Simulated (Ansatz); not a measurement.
P2W: computed property card

P$_{2}$W:
```cif
data_P4W2
_chemical_formula_sum 'P4 W2'
_space_group_name_H-M_alt 'P 1'
_space_group_IT_number 1
_cell_length_a 5.80898
_cell_length_b 5.80898
_cell_length_c 4.99144
_cell_angle_alpha 90.000
_cell_angle_beta 90.000
_cell_angle_gamma 148.206
loop_
_space_group_symop_operation_xyz
  'x, y, z'
loop_
_atom_site_label
_atom_site_type_symbol
_atom_site_fract_x
_atom_site_fract_y
_atom_site_fract_z
_atom_site_occupancy
P1 P 0.06915 0.93085 0.38260 1
P2 P 0.93085 0.06915 0.88260 1
P3 P 0.79943 0.20057 0.19948 1
P4 P 0.20057 0.79943 0.69948 1
W1 W 0.40662 0.59338 0.50092 1
W2 W 0.59338 0.40662 0.00092 1
```

Space group Cmc2_1 (No. 36); conventional cell a = 3.182 Å, b = 11.174 Å, c = 4.991 Å, α = β = γ = 90.00°.

Method: DFT-r²SCAN in the program Ansatz with PAW potentials. The cell and atoms are relaxed at this level. Other levels are named where they apply.

**Cell and energy**

- Volume per atom = 14.79 Å³
- Density = 9.20 g/cm³
- Formation energy from the elements (no fitted shifts) = -0.41 eV/atom

**Electronic structure**

- Electronic character: metallic (no gap)
- Density of states at the Fermi level: 0.18 states/eV per atom (mean over ±0.08 eV)
- Gap with spin–orbit coupling: none (metallic)

**Mechanics**

- Bulk modulus (Birch–Murnaghan fit): 1960 kbar
- Pressure derivative B′: 4.1

**Charges**

- Bader charges: P -0.58 to -0.43, W +1.02 e

The first step of the workflow began from a Materials Project structure, measured or hypothetical; the Crystallography Open Database files this formula in space group No. 36, but the cells were not matched. Its standing as an ambient phase is unchecked. Symmetry was held in the r²SCAN relaxation; its stability against distortions is not shown here. No spin polarisation was allowed. The references are the lowest solids computed at this level, not always the standard phases. Scalar-relativistic: spin–orbit coupling is off unless named, which matters more the heavier the elements.

Potentials: the earlier of the program's two PAW sets.
